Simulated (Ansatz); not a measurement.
## Profile along the Au–Au line in Au (fcc, Cu type)

Au (fcc, Cu type)

```xyz
1
Lattice="0.0000 2.0417 2.0417 2.0417 0.0000 2.0417 2.0417 2.0417 0.0000" Properties=species:S:1:pos:R:3 pbc="T T T"
Au     0.0000     0.0000     0.0000
```

Fields along a shortest Au–Au line of a {110} plane (2.89 Å), from Au to Au, interpolated on the slice's grid (step about 0.2 Å). The numbers are results of PBEsol (plane waves to 420 eV, PAW, scalar-relativistic; Ansatz, a quantum-chemistry and plane-wave program), not measurements. k mesh 20×20×20. Near the nuclei the fields are pseudised (PAW); where an atom keeps semicore shells as valence, they peak there. Au was relaxed with its symmetry unable to fall. Spin-orbit coupling is left out, though Au is heavy.

```json
[
 {"distance from Au (Å)": "0.00", "valence electron density (e/Å³)": "15.04", "electron localisation function": "x"},
 {"distance from Au (Å)": "0.29", "valence electron density (e/Å³)": "11.66", "electron localisation function": "x"},
 {"distance from Au (Å)": "0.58", "valence electron density (e/Å³)": "5.97", "electron localisation function": "0.56"},
 {"distance from Au (Å)": "0.87", "valence electron density (e/Å³)": "1.65", "electron localisation function": "0.42"},
 {"distance from Au (Å)": "1.16", "valence electron density (e/Å³)": "0.44", "electron localisation function": "0.26"},
 {"distance from Au (Å)": "1.45", "valence electron density (e/Å³)": "0.29", "electron localisation function": "0.21"},
 {"distance from Au (Å)": "1.73", "valence electron density (e/Å³)": "0.44", "electron localisation function": "0.26"},
 {"distance from Au (Å)": "2.02", "valence electron density (e/Å³)": "1.65", "electron localisation function": "0.42"},
 {"distance from Au (Å)": "2.31", "valence electron density (e/Å³)": "5.97", "electron localisation function": "0.56"},
 {"distance from Au (Å)": "2.60", "valence electron density (e/Å³)": "11.66", "electron localisation function": "x"},
 {"distance from Au (Å)": "2.89", "valence electron density (e/Å³)": "15.04", "electron localisation function": "x"}
]
```

x: too close to a nucleus for the ELF to mean much.

Density on the Au–Au line (2.89 Å) at its midpoint: 0.29 e/Å³. ELF at that point: 0.21.
